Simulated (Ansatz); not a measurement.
BaHfO3:
```
BaHfO3
1.0
    4.20629     0.00000     0.00000
    0.00000     4.20629     0.00000
    0.00000     0.00000     4.20629
Ba Hf O
1 1 3
Direct
  0.00000   0.00000   0.00000
  0.50000   0.50000   0.50000
  0.00000   0.50000   0.50000
  0.50000   0.50000   0.00000
  0.50000   0.00000   0.50000
```

PBE (plane waves, PAW; program Ansatz) gives a gap of 3.62 eV without spin–orbit coupling, maximum at R, minimum at Γ.

**Question.** What happens when spin–orbit coupling is switched on?

**Answer.** The gap decreases by 0.09 eV, to 3.53 eV; maximum at R, minimum at Γ.

**Question.** Give the electron effective mass with spin–orbit coupling, band 1 of 2 at the edge.

**Answer.** 0.80 along [100], 0.61 along [110], 0.51 along [111] (mₑ).

**Question.** Give the electron effective mass with spin–orbit coupling, band 2 of 2 at the edge.

**Answer.** 0.35 along [100], 0.40 along [110], 0.46 along [111] (mₑ).

Space group Pm-3m (cubic perovskite). The cell was relaxed with PBE under the symmetry of its start; phonons on a q-mesh show no instability. The run is not spin-polarised.

Potentials: the later of the program's two PAW sets.
